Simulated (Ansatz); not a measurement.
Convergence test, K$_{3}$Li

The calculation used DFT PBEsol, scalar-relativistic, plane waves, PAW in Ansatz 0.2.0.

```
K Li
1.0
     6.18520    0.00000    0.00000
     0.00000    6.18520    0.00000
     0.00000    0.00000    6.18520
K Li
3 1
Direct
  0.00000 0.50000 0.50000
  0.50000 0.00000 0.50000
  0.50000 0.50000 0.00000
  0.00000 0.00000 0.00000
```

* Γ-centred k-mesh: 8×8×8
* occupation rule: Gaussian smearing, 0.1 eV
* spin treatment: unpolarised
* valence charge of the PAW sets: K 9, Li 3

The atoms stay fixed while the plane-wave cutoff is varied. ΔE is the energy extrapolated to zero smearing, less that of the reference run (500 eV). The cell isn't necessarily relaxed at this level. Pressure is positive in compression and holds a correction for the finite cutoff (Pulay stress).

Task: Tried: 250, 300, 350, 420, 500 eV. From which plane-wave cutoff on does the energy per atom stay within 100, 10 and 1 meV of the reference?

Result: 300 for 100 meV, 350 for 10 meV, 350 for 1 meV. The reference itself isn't shown to be converged.

| cutoff (eV) | ΔE (meV/atom) | P (GPa) | plane waves at Γ |
| --- | --- | --- | --- |
| 250 | 110 | -0.15 | 2103 |
| 300 | 10.9 | -0.16 | 2801 |
| 350 | 0.61 | -0.17 | 3575 |
| 420 | 0.03 | -0.17 | 4625 |
| 500 | 0.00 | -0.17 | 6031 |

1 further run of this set didn't finish or converge.